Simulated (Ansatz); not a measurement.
Cs2CaBr4:
Space group I4/mmm (No. 139); a = b = 5.6724 Å, c = 18.1064 Å, α = β = γ = 90.00°

| atom | site | symmetry | x | y | z |
|---|---|---|---|---|---|
| Cs | 4e | 4mm | 0.0000 | 0.0000 | 0.3581 |
| Ca | 2a | 4/mmm | 0.0000 | 0.0000 | 0.0000 |
| Br | 4e | 4mm | 0.0000 | 0.0000 | 0.1593 |
| Br | 4c | mmm. | 0.0000 | 0.5000 | 0.0000 |
(The calculation used a cell of 7 atoms; values per cell refer to that cell.)

Relaxed with r²SCAN.

Q: Tabulate the valence density and the electron localisation function along the shortest Cs–Br contact (3.60 Å), plane-wave PAW r²SCAN (Ansatz code).

A: 

```tsv
distance from Cs (Å)	density (e/Å³)	ELF
0.36	0.51	0.12
0.54	0.98	0.57
0.72	1.14	0.83
0.90	0.93	0.89
1.08	0.58	0.87
1.26	0.30	0.76
1.44	0.15	0.40
1.62	0.09	0.09
1.80	0.07	0.04
1.98	0.09	0.15
2.16	0.14	0.51
2.34	0.26	0.76
2.52	0.47	0.85
2.70	0.80	0.88
2.88	1.12	0.83
3.06	1.11	0.50
3.24	0.68	0.06
```

The density is the valence pseudo-density with augmentation charge, so density and ELF within about 1 Å of a nucleus are not all-electron values.

The first step of the workflow began from a Materials Project structure, measured or hypothetical; the Crystallography Open Database copy checked does not list it. Whether it is the stable phase at ambient conditions was not checked. The r²SCAN relaxation kept the symmetry of its start; whether a distortion lowers the energy is not shown. Scalar-relativistic: spin–orbit coupling is off unless named, which matters more the heavier the elements.

Potentials: the later of the program's two PAW sets.
